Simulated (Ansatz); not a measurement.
SrPd: how the energy converges with the cutoff

SrPd, Cmcm, a = 4.252 Å, b = 11.339 Å, c = 4.522 Å. The structure is a Materials Project entry; whether it is the stable form wasn't checked. Ansatz: PBEsol, PAW, cutoff varied, Γ-centred 10×10×10 mesh on 4 atoms, Gaussian smearing 0.10 eV; no spin polarisation. Single points at one geometry, the cutoff alone changed; ΔE is the energy at zero smearing over the run at 500 eV. The runs up to 350 eV lie under the cutoff recommended for these PAW datasets.

```tsv
cutoff (eV)	ΔE (meV/atom)
250	?
300	102.06
350	6.37
420	0.73
```

Question: Assume ΔE falls exponentially with the cutoff, fit y = ln ΔE against x, the cutoff in eV, to the other rows, and predict the missing value.

Answer: y = 4.626, 1.852, -0.315. Means x = 356.7, y = 2.0543; Σ(Δx)² = 7267, ΣΔxΔy = -294.4; the slope is their ratio. y = 16.51 − 0.04052 x, a factor of ten per 57 eV. At 250 eV this gives ΔE = 589.93 meV/atom. The run gave 943.77, a ratio of 0.63. Between neighbouring rows the decay runs from a factor of ten per 42 eV to one per 74 eV, so one exponential is only a rough guide. The fast fall gives way to a slow tail, so a fit to low cutoffs promises convergence too early.